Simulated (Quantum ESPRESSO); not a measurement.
# Planted mistakes on one cell of Si3O4NF

Calculated results; nothing here was measured. They come from pw.x of Quantum ESPRESSO 7.5, a plane-wave density functional program, with PseudoDojo standard norm-conserving files (v0.5 for PBE, v0.4.1 for LDA and PBEsol). The cells are made up: elements, strain and atom displacements were drawn at random, and nothing was relaxed. There is no spin polarisation, spin-orbit coupling or dispersion term.

The cell has 9 sites of a quartz lattice. Sites 1 to 3 hold Si Si Si; sites 4 to 9 hold O O N F O O. Cell vectors in Å: (4.968, -0.012, 0.007); (-2.495, 4.181, 0.006); (0.008, 0.012, 5.312). Settings: PBE, cutoff 1143 eV, 5 x 5 x 4 k mesh shifted by half a step, Fermi-Dirac smearing of 0.025 eV.

The intended run has a self-consistency threshold of 1e-07 eV, a smearing term of 0.000 eV, a pressure of 21.02 GPa and 11 iterations. Each further run changes one thing: all lengths scaled by 1.0070; atoms of sites 5 and 6 exchanged; cutoff 827 eV; files of PBEsol; one electron added; threshold 0.1 eV. A coarse mesh keeps the shift, and a charged cell sits in a uniform background.

```
run,change of free energy (eV),smearing term -TS (eV),change of P (GPa),largest change of a force component (eV/Å),iterations
A,9.625,-0.002,24.12,1.280,12
B,1.297,0.000,-0.17,2.634,12
C,0.629,0.000,-7.07,0.020,11
D,0.032,0.000,4.87,0.103,4
E,8.679,0.000,-3.41,0.160,11
F,-0.270,0.000,-4.88,0.340,11
```

A rerun of the intended cell at 1437 eV and k mesh 7 x 7 x 6 moved values by no more than 0.003 eV in the cell's energy, 0.02 GPa in stress and 0.002 eV/Å in force.

Question: which change belongs to which run?

## Worked reading

Run D has the fewest iterations, as a run stopped early does. Run C has a higher energy and the largest fall in pressure, as too small a basis gives. Run F changes the volume by a factor of 1.0211; minus its pressure change over the logarithm of that factor, 234 GPa, is a rough bulk modulus with clamped atoms. Energies from files of another functional, or of a charged cell, have another zero and say nothing on stability; the pressure of a charged cell rests on the program's zero of potential too.

## Key

| run | change |
| --- | --- |
| A | one electron added |
| B | atoms of sites 5 and 6 exchanged |
| C | cutoff 827 eV |
| D | threshold 0.1 eV |
| E | files of PBEsol |
| F | all lengths scaled by 1.0070 |